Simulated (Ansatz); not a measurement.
Consider the following.

LaTiO3 (cubic perovskite)

```xyz
10
Lattice="7.7443 0.0000 0.0000 3.8722 3.8722 0.0000 0.0000 0.0000 3.8722" Properties=species:S:1:pos:R:3 pbc="T T T"
La     0.0000     0.0000     0.0000
La     3.8722     0.0000     0.0000
Ti     9.6804     1.9361     1.9361
Ti     5.8082     1.9361     1.9361
O      7.7443     1.9361     1.9361
O      3.8722     1.9361     1.9361
O      1.9361     0.0000     1.9361
O      5.8082     0.0000     1.9361
O      9.6804     1.9361     0.0000
O      5.8082     1.9361     0.0000
```

A phonon eigenvector at M = (0.5, 0.5, 0.0) is frozen into this cell: atom i moves by Q times the vector below, so Q is the largest atomic displacement, in Å. The cell is held. (q is in reciprocal vectors of the primitive cell; the cell shown is doubled to hold the pattern.)

| atom | x | y | z |
|---|---|---|---|
| O5 | 0.000 | 1.000 | 0.000 |
| O6 | 0.000 | -1.000 | 0.000 |
| O7 | -1.000 | 0.000 | 0.000 |
| O8 | 1.000 | 0.000 | 0.000 |

Atoms not listed stay in place.

All values below come from LDA (plane waves to 420 eV, PAW, scalar-relativistic; Ansatz, a first-principles code). k mesh 12×12×12 (Γ-centred), Fermi-Dirac smearing 0.05 eV. E stands for the smeared free energy. With partly filled bands, energies and forces of such displacements shift with the k mesh and the smearing. LaTiO3 is run without spin polarisation and with no Hubbard U. LaTiO3 was relaxed with its symmetry unable to fall. This is one of several known forms of LaTiO3; the measured ambient cells at hand have space group No. 62. ΔE is measured from the undisplaced structure.

The scan covers Q from -0.660 to 0.660 Å in 13 points.

Which space group does the distorted structure have?

P4/mbm (No. 127), lowered from Pm-3m.

Is this a single well or a double well?

A double well: the undisplaced structure is a maximum between two minima.

By a smooth curve, how deep is the well, measured from the undisplaced structure?

135 meV/cell, cell held fixed.

By a smooth curve through the points, how far does the most displaced atom move to reach the deepest minimum?

0.34 Å from zero.

What is the energy change at Q = 0.660 Å?

883 meV/cell.

(For displaced atoms, the force is minus the slope of the energy, and its curvature is a force constant, which sets phonon frequencies.)
